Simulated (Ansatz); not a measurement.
ScPtN2:
```
ScPtN2
1.0
    1.61961     0.93508     5.97284
   -1.61961     0.93508     5.97284
    0.00000    -1.87017     5.97284
Sc Pt N
1 1 2
Direct
  0.50000   0.50000   0.50000
  0.00000   0.00000   0.00000
  0.89550   0.89550   0.89550
  0.10450   0.10450   0.10450
```

Relaxed with r²SCAN.

Q: Map the valence electron density (e/Å³), cut off at 3 on the plane through (0.500, 0.500, 0.500) spanned by u = [1, 0, 0] and v = [-1, 1, 1] in lattice vectors, from the program Ansatz at the r²SCAN level (PAW).

A: x is the fraction of u, y of v (the angle between them is 49°; rows are the nearest grid lines); atoms in the plane: Sc at (0.00, 0.00), Pt at (0.00, 0.50), N at (0.79, 0.40), N at (0.21, 0.60).
```
|@@@@-                      -@@@@|
|@@@@@-                      .+@@|
|@@@@@=.                      .=@|
|.:-==:.                        .|
| .....                          |
| .....                          |
|..:--:..                       .|
|.:-*%%#=:.              ..:::...|
|::-*@@@@+:.             .:=++=::|
|@+-=#@@@@%-.            .-%@@@@@|
|@@*=+%@@@@+:.      ......:#@@@@@|
|@@@@+-=*##+-:.    ..-==--:-%@@@@|
|@@@@%-:--==-..    .:-+##*=-+@@@@|
|@@@@@#:......      .:+@@@@%+=*@@|
|@@@@@%-.            .-%@@@@#=-+@|
|::=++=:.             .:+@@@@*-::|
|...:::..              .:=#%%*-:.|
|.                       ..:--:..|
|                          ..... |
|                          ..... |
|.                        .:==-:.|
|@=.                      .=@@@@@|
|@@+.                      -@@@@@|
|@@@@-                      -@@@@|
```
Scale: ten equal steps from 0.039 (start of ' ') to 3.00 (end of '@'), in the order ' .:-=+*#%@'; x runs from 0.000 to 1.00, y from 0.000 (bottom) to 1.00 (top).

The density is the valence pseudo-density with augmentation charge, so density and ELF within about 1 Å of a nucleus are not all-electron values.

Space group R-3m. The start of the workflow was typed in or built on a structure type; neither database checked (COD, Materials Project) lists it. Its standing as an ambient phase is unchecked. Symmetry was held in the r²SCAN relaxation; its stability against distortions is not shown here. The run is not spin-polarised. Spin–orbit coupling is left out wherever it is not named.

Potentials: the later of the program's two PAW sets.
